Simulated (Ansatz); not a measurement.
Cu Kα1 powder pattern (kinematic, no thermal factors).
```
2θ (°)  relative intensity
 24.66                   2
 31.06                  26
 35.15                  62
 47.61                  27
 50.56                 100
 60.54                   8
 64.75                   3
 74.31                  24
 75.87                  45
 82.70                   3
 84.95                   4
 86.46                   4
```

The pattern is computed from a structure relaxed with DFT PBE, scalar-relativistic, plane waves, PAW in Ansatz 0.2.0. No spin polarisation. Its elements are B, C.

**Question.** Give the structure.

**Answer.** BC₅.
Space group P4/mmm (No. 123). a = 3.607 Å, b = 3.607 Å, c = 2.877 Å, α = 90.00°, β = 90.00°, γ = 90.00°
| atom | site | symmetry | x | y | z |
| --- | --- | --- | --- | --- | --- |
| B | 1c | 4/mmm | 0.5000 | 0.5000 | 0.0000 |
| C | 4i | 2mm. | 0.0000 | 0.5000 | 0.7455 |
| C | 1a | 4/mmm | 0.0000 | 0.0000 | 0.0000 |

A pattern alone doesn't exclude other cells with like lines; this is the one computed.

Another cell of BC5 relaxed alike, in Cmmm, lies 1.11 eV/atom lower, so this cell isn't the stable form at this level.

The cell was found from a structure generator's guess, not taken from experiment.
